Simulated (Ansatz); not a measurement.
Mo₂N (anti-anatase, I4_1/amd), LDA (plane waves, PAW; program Ansatz), all energies at zero smearing, with the estimated change up to a 700 eV cutoff added, with one set of potentials and settings (totals compare only within such a set). Cell of 6 atoms (4 Mo, 2 N): -20122.006 eV.

```csv
element,reference phase,E (eV/atom)
Mo,"Im-3m, 1 atoms in the cell",-4842.8866
N,"P4_2/mnm, 4 atoms in the cell",-373.6525
```

Formation energy per atom, worked out: (-20122.006 − 4×(-4842.8866) − 2×(-373.6525))/6 = -0.526 eV/atom (-51 kJ per mol of atoms), at 0 K, without zero-point energy or fitted corrections.

The workflow started from a Materials Project entry (that database holds measured and hypothetical structures alike); the Crystallography Open Database files this formula in space group No. 141, but the cells were not matched. Whether it is the stable phase at ambient conditions was not checked. Symmetry was held in the LDA relaxation; phonons show weakly imaginary modes. No spin polarisation was allowed. The references are the lowest solids computed at this level, not always the standard phases (solids in place of the gases).

Potentials: the earlier of the program's two PAW sets. The files were generated under PBE; for other functionals the program regenerates the frozen cores, and for LDA and PBEsol the local potential too.
